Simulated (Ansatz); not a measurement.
MoW (CsCl type, Pm-3m) at seven volumes, DFT-PBEsol in the program Ansatz with PAW potentials, scaled uniformly. One row is withheld.

```tsv
V (Å³/atom)	P (GPa)
14.113	34.32
14.578	?
15.044	9.72
15.509	0.00
15.974	-8.35
16.439	-15.52
16.905	-21.66
```

Problem. Fit the shown pressures and predict the withheld one.

Solution. Third-order Birch–Murnaghan: P = (3/2)B₀(x^(7/2) − x^(5/2))[1 + (3/4)(B′ − 4)(x − 1)] with x = (V₀/V)^(2/3). Least squares on the six rows gives V₀ = 15.509 Å³/atom, B₀ = 299.9 GPa, B′ = 4.10. At V = 14.578, x = 1.0421 and P = 21.08 GPa. The run itself gave 21.06 GPa.

The start of the workflow was typed in or built on a structure type; neither database checked (COD, Materials Project) lists it. Whether it is the stable phase at ambient conditions was not checked. The PBEsol relaxation kept the symmetry of its start; whether a distortion lowers the energy is not shown. No spin polarisation was allowed. Scalar-relativistic: spin–orbit coupling is off unless named, which matters more the heavier the elements.

Potentials: the earlier of the program's two PAW sets. The files were generated under PBE; for other functionals the program regenerates the frozen cores, and for LDA and PBEsol the local potential too.
